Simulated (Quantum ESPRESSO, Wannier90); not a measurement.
Wannierisation of BaTiO3 (cubic perovskite)

Cell from Materials Project (mp-2998), symmetrised, no further relaxation. COD (Crystallography Open Database) records the formula in this space group. Ideal cubic forms of this type are often high-temperature phases that distort on cooling; symmetry holds the cell here, and its stability was not tested. Computed values, not measurements, from PBEsol: Quantum ESPRESSO (norm-conserving PseudoDojo potentials, cutoff 68 Ry, spinors with spin-orbit coupling) on a Γ-centred 6×6×6 mesh, then Wannier90. Density: 8×8×8 mesh, cold smearing 0.01 Ry.

On the energy scale of pw.x, whose zero is arbitrary, the valence-band maximum lies at 10.16 eV.

Input w.win:

```
num_bands = 2
num_wann = 2
exclude_bands = 1-16,19-76
spinors = true
num_iter = 800
conv_tol = 1.0e-6
conv_window = 4
write_hr = true
write_u_matrices = true
auto_projections = true
begin unit_cell_cart
ang
    4.0076800000    0.0000000000    0.0000000000
    0.0000000000    4.0076800000    0.0000000000
    0.0000000000    0.0000000000    4.0076800000
end unit_cell_cart
begin atoms_frac
Ba   0.5000000000  0.5000000000  0.5000000000
Ti   0.0000000000  0.0000000000  0.0000000000
O    0.5000000000  0.0000000000  0.0000000000
O    0.0000000000  0.5000000000  0.0000000000
O    0.0000000000  0.0000000000  0.5000000000
end atoms_frac
mp_grid = 6 6 6
begin kpoints
0.0000000000 0.0000000000 0.0000000000
0.0000000000 0.0000000000 0.1666666667
0.0000000000 0.0000000000 0.3333333333
... (213 more lines: the 6x6x6 mesh through Gamma)
end kpoints
```

Input of pw2wannier90.x that gives the overlap and projection files (equivalent; here they were cut from one run over all bands):

```
&inputpp
  outdir = './out'
  prefix = 'pwscf'
  seedname = 'w'
  write_amn = .true.
  write_mmn = .true.
  scdm_proj = .true.
  scdm_entanglement = 'isolated'
/
```

Output w.wout (banner and timings cut):

```
                                    ------
                                    SYSTEM
                                    ------

                              Lattice Vectors (Ang)
                    a_1     4.007680   0.000000   0.000000
                    a_2     0.000000   4.007680   0.000000
                    a_3     0.000000   0.000000   4.007680

                   Unit Cell Volume:      64.36935  (Ang^3)

                        Reciprocal-Space Vectors (Ang^-1)
                    b_1     1.567786   0.000000   0.000000
                    b_2     0.000000   1.567786   0.000000
                    b_3     0.000000   0.000000   1.567786

 *----------------------------------------------------------------------------*
 |   Site       Fractional Coordinate          Cartesian Coordinate (Ang)     |
 +----------------------------------------------------------------------------+
 | ba   1   0.50000   0.50000   0.50000   |    2.00384   2.00384   2.00384    |
 | ti   1   0.00000   0.00000   0.00000   |    0.00000   0.00000   0.00000    |
 | o    1   0.50000   0.00000   0.00000   |    2.00384   0.00000   0.00000    |
 | o    2   0.00000   0.50000   0.00000   |    0.00000   2.00384   0.00000    |
 | o    3   0.00000   0.00000   0.50000   |    0.00000   0.00000   2.00384    |
 *----------------------------------------------------------------------------*
                                ------------
                                K-POINT GRID
                                ------------

             Grid size =  6 x  6 x  6      Total points =  216

 *---------------------------------- MAIN ------------------------------------*
 |  Number of Wannier Functions               :                 2             |
 |  Number of Objective Wannier Functions     :                 2             |
 |  Number of input Bloch states              :                 2             |
 |  Output verbosity (1=low, 5=high)          :                 1             |
 |  Timing Level (1=low, 5=high)              :                 1             |
 |  Optimisation (0=memory, 3=speed)          :                 3             |
 |  Length Unit                               :               Ang             |
 |  Post-processing setup (write *.nnkp)      :                 F             |
 |  Using Gamma-only branch of algorithms     :                 F             |
 *----------------------------------------------------------------------------*
 *------------------------------- WANNIERISE ---------------------------------*
 |  Total number of iterations                :               800             |
 |  Number of CG steps before reset           :                 5             |
 |  Trial step length for line search         :             2.000             |
 |  Convergence tolerence                     :         0.100E-05             |
 |  Convergence window                        :                 4             |
 |  Iterations between writing output         :                 1             |
 |  Iterations between backing up to disk     :               100             |
 |  Write r^2_nm to file                      :                 F             |
 |  Write xyz WF centres to file              :                 F             |
 |  Write on-site energies <0n|H|0n> to file  :                 F             |
 |  Use guiding centre to control phases      :                 F             |
 |  Use phases for initial projections        :                 F             |
 *----------------------------------------------------------------------------*
 *-------------------------------- PLOTTING ----------------------------------*
 |  Plotting Hamiltonian in WF basis          :                 T             |
 *----------------------------------------------------------------------------*

 *---------------------------------- K-MESH ----------------------------------*
 +----------------------------------------------------------------------------+
 |                    Distance to Nearest-Neighbour Shells                    |
 |                    ------------------------------------                    |
 |          Shell             Distance (Ang^-1)          Multiplicity         |
 |          -----             -----------------          ------------         |
 |             1                   0.261298                      6            |
 |             2                   0.369531                     12            |
 |             3                   0.452581                      8            |
 |             4                   0.522595                      6            |
 |             5                   0.584279                     24            |
 |             6                   0.640046                     24            |
 |             7                   0.739061                     12            |
 |             8                   0.783893                     30            |
       ... (lines left out)
 +----------------------------------------------------------------------------+
 | The b-vectors are chosen automatically                                     |
 | The following shells are used:                       1                     |
 +----------------------------------------------------------------------------+
 |                        Shell   # Nearest-Neighbours                        |
 |                        -----   --------------------                        |
 |                          1               6                                 |
 +----------------------------------------------------------------------------+
 | Completeness relation is fully satisfied [Eq. (B1), PRB 56, 12847 (1997)]  |
 +----------------------------------------------------------------------------+
 |                  b_k Vectors (Ang^-1) and Weights (Ang^2)                  |
 |                  ----------------------------------------                  |
 |            No.         b_k(x)      b_k(y)      b_k(z)        w_b           |
 |            ---        --------------------------------     --------        |
 |             1         0.000000    0.000000    0.261298     7.323165        |
 |             2         0.000000    0.261298    0.000000     7.323165        |
 |             3         0.261298    0.000000    0.000000     7.323165        |
 |             4         0.000000    0.000000   -0.261298     7.323165        |
 |             5         0.000000   -0.261298    0.000000     7.323165        |
 |             6        -0.261298    0.000000    0.000000     7.323165        |
 +----------------------------------------------------------------------------+
 |                           b_k Directions (Ang^-1)                          |
 |                           -----------------------                          |
 |            No.           x           y           z                         |
 |            ---        --------------------------------                     |
 |             1         0.000000    0.000000    0.261298                     |
 |             2         0.000000    0.261298    0.000000                     |
 |             3         0.261298    0.000000    0.000000                     |
 +----------------------------------------------------------------------------+

 Starting a new Wannier90 calculation ...

 Reading overlaps from w.mmn

 Reading projections from w.amn

 *------------------------------- WANNIERISE ---------------------------------*
 +--------------------------------------------------------------------+<-- CONV
 | Iter  Delta Spread     RMS Gradient      Spread (Ang^2)            |<-- CONV
 +--------------------------------------------------------------------+<-- CONV

 ------------------------------------------------------------------------------
 Initial State
  WF centre and spread    1  ( -2.003867, -2.003867, -2.003736 )     1.78123741
  WF centre and spread    2  ( -2.003813, -2.003813,  2.003736 )     1.77657081
  Sum of centres and spreads ( -4.007680, -4.007680,  0.000000 )     3.55780823

      0     0.356E+01     0.0000000000        3.5578082169  <-- CONV
        O_D=      0.0287245 O_OD=      0.0116442 O_TOT=      3.5578082 <-- SPRD
 ------------------------------------------------------------------------------
      1    -0.387E-01     0.1468406702        3.5191527928  <-- CONV
        O_D=      0.0010064 O_OD=      0.0007068 O_TOT=      3.5191528 <-- SPRD
      2    -0.942E-03     0.0330179348        3.5182111224  <-- CONV
        O_D=      0.0003427 O_OD=      0.0004289 O_TOT=      3.5182111 <-- SPRD
      3    -0.151E-03     0.0116095758        3.5180599222  <-- CONV
        O_D=      0.0002452 O_OD=      0.0003752 O_TOT=      3.5180599 <-- SPRD
      4    -0.674E-04     0.0080744261        3.5179925296  <-- CONV
        O_D=      0.0002016 O_OD=      0.0003514 O_TOT=      3.5179925 <-- SPRD
      5    -0.277E-04     0.0055506694        3.5179648694  <-- CONV
        O_D=      0.0001834 O_OD=      0.0003420 O_TOT=      3.5179649 <-- SPRD
       ... (lines left out)
      8    -0.219E-06     0.0005322851        3.5179554388  <-- CONV
        O_D=      0.0001768 O_OD=      0.0003391 O_TOT=      3.5179554 <-- SPRD
      9    -0.514E-07     0.0002622996        3.5179553874  <-- CONV
        O_D=      0.0001768 O_OD=      0.0003391 O_TOT=      3.5179554 <-- SPRD
     10    -0.183E-07     0.0001463616        3.5179553691  <-- CONV
        O_D=      0.0001768 O_OD=      0.0003391 O_TOT=      3.5179554 <-- SPRD
             <<<     Delta < 1.000E-06  over  4 iterations     >>>
             <<< Wannierisation convergence criteria satisfied >>>
 Final State
  WF centre and spread    1  ( -2.003840, -2.003840, -2.003840 )     1.75897769
  WF centre and spread    2  ( -2.003840, -2.003840,  2.003840 )     1.75897769
  Sum of centres and spreads ( -4.007680, -4.007680,  0.000000 )     3.51795538

         Spreads (Ang^2)       Omega I      =     3.517439539
        ================       Omega D      =     0.000176759
                               Omega OD     =     0.000339071
    Final Spread (Ang^2)       Omega Total  =     3.517955369
```
